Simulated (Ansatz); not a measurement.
Starting cell, MgB₂ (AlB2 type, space group P6/mmm):

```xyz
6
Lattice="6.1486 0.0000 0.0000 -1.5372 2.6624 0.0000 3.0743 0.0000 3.5275" Properties=species:S:1:pos:R:3 pbc="T T T"
Mg     0.0000     0.0000     0.0000
Mg     1.5372     2.6624     0.0000
B      6.1486     1.7750     1.7638
B      3.0743     1.7750     1.7638
B      1.5372     0.8875     1.7638
B      4.6115     0.8875     1.7638
```

The atoms are displaced by Q × the pattern below (from a DFPT mode at L = (0.5, 0.0, 0.5), largest move 1; Q in Å), at fixed cell. (q is in reciprocal vectors of the primitive cell; the cell shown is doubled to hold the pattern.)

```csv
atom,x,y,z
Mg1,0.500,-0.866,0.000
Mg2,-0.500,0.866,0.000
```

Atoms not listed stay in place.

These are PBE (plane waves to 420 eV, PAW, scalar-relativistic; Ansatz, a quantum-chemistry and plane-wave program) values and carry that method's errors. k mesh 17×17×17 (Γ-centred), Fermi-Dirac smearing 0.05 eV. Energies are smeared free energies. With partly filled bands, energies and forces of such displacements shift with the k mesh and the smearing. MgB2 was relaxed with its symmetry unable to fall. The zero of ΔE is the undisplaced structure. The last digit holds for this mesh only.

```csv
Q (Å),ΔE (meV/cell)
-0.2800,449.1
-0.2333,314.0
-0.1867,withheld
-0.1400,114.1
-0.0933,50.9
-0.0467,12.7
0.0000,0.0
0.0467,12.7
0.0933,50.9
0.1400,114.1
0.1867,withheld
0.2333,314.0
0.2800,449.1
```

**Question.** Fit an even polynomial form (powers 2, 4) to the given rows and predict ΔE at Q = -0.1867.

**Answer.** Least squares on the 11 given rows: ΔE = (5857)·Q² + (-1642)·Q⁴, in meV/cell with Q in Å; root-mean-square residual 0.05 meV/cell. At -0.1867 the fit gives 202.2 meV/cell; the calculation gives 202.0 meV/cell, so the interpolation is off by 0.2 (+0.1 %). The quadratic term alone would give 204.2 meV/cell.

(For displaced atoms, the force is minus the slope of the energy, and its curvature is a force constant, which sets phonon frequencies.)
